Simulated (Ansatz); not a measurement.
Crystals of one structure type (rock salt), relaxed and computed with plane-wave PAW r²SCAN (Ansatz code).

| crystal | a (Å) | gap (eV) | B₀ by P(V) fit (GPa) | ΔH_f (eV/atom) |
|---|---|---|---|---|
| AgCl | 5.545 | 1.48 | 50.5 | -0.59 |
| ZrAg | 5.636 | none | 98.6 | 0.48 |
| NbAg | 5.427 | none | 129 | 1.22 |
| AgW | (withheld) | (withheld) | (withheld) | (withheld) |

Question: Some entries are withheld; supply them.

Answer: 
- AgW, a (Å): 5.301
- AgW, gap (eV): none
- AgW, B₀ by P(V) fit (GPa): 166
- AgW, ΔH_f (eV/atom): 2.18

Typed or built starts, not in the databases checked: ZrAg, rock salt; NbAg, rock salt; AgW, rock salt. Unstable at this level: ZrAg, rock salt; NbAg, rock salt; AgW, rock salt. All cells were relaxed under the symmetry of their starts (and spin orders); stability against distortions was not tested throughout. Rows with no word on spin ran without spin polarisation. Spin–orbit coupling is left out wherever it is not named.

Potentials: the later of the program's two PAW sets.

Formation energies count from the lowest solids of the elements computed at the same level, not from gases.
